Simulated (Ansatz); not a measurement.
## YSe2 (fluorite structure): a workflow

Method: PBE, scalar-relativistic; no spin polarisation; PAW, 420 eV, Γ-centred 8×8×8 mesh, 0.05 eV Gaussian smearing; code Ansatz. The datasets are Ansatz's generated set soft_2.

The cell came from substitution into a structure type; whether the compound takes it is for experiment to say.

The first cell:

```
Y Se
1.0
     0.00000    3.42863    3.42863
     3.42863    0.00000    3.42863
     3.42863    3.42863    0.00000
Y Se
1 2
Direct
  0.00000 0.00000 0.00000
  0.25000 0.25000 0.25000
  0.75000 0.75000 0.75000
```

The steps in volume:

```tsv
run	level	k-mesh	kind	V (Å³/atom)	P (GPa)	E − E(final) (meV/atom)	gap on the mesh (eV)
1	PBE	8×8×8	fixed cell	26.87	0.0	0.0	metal
2	PBE	8×8×8	fixed cell	26.98	-0.2	0.1	metal
3	PBE	8×8×8	fixed cell	26.89	0.0	0.0	metal
```

The cell is relaxed to zero pressure at this level.

The final structure (symmetry read at 0.01 Å). It takes space group Fm-3m (No. 225, cubic). Conventional cell: a = 6.859 Å, b = 6.859 Å, c = 6.859 Å, α = 90.00°, β = 90.00°, γ = 90.00°. Y (site symmetry m-3m) has 8 Se at 2.97 Å as nearest neighbours. Around Se (site symmetry -43m) lie 4 Y at 2.97 Å. (Shells end 15 % past the nearest neighbour.)

```
atom  site  symmetry       x       y       z
   Y    4a      m-3m  0.0000  0.0000  0.0000
  Se    8c      -43m  0.2500  0.7500  0.7500
```

At the final geometry the gap, band path included, is zero (metallic). The equation of state gives B0 = 61 GPa and B0′ = 4.1. Against the elements' standard states, run alike and uncorrected, the formation energy is -1.34 eV/atom. 

**What lies behind the numbers.**

With 43 valence electrons in the calculation's cell and no magnetic order, the bands, two electrons each, can't all be full or empty: band theory demands a metal. (Only strong correlation, outside this picture, could make a Mott insulator of it.) A formal count (Y³⁺, Se²⁻) falls 1 electron a formula unit short of closing the anions' shells, so the anion bands keep holes, which fits the metal found.

Spin polarisation wasn't tried. A displaced or strained copy of the relaxed cell lay 2.8 meV/atom lower, so the structure isn't a true minimum at this level, unless the mesh, which matters in a metal, makes it so.
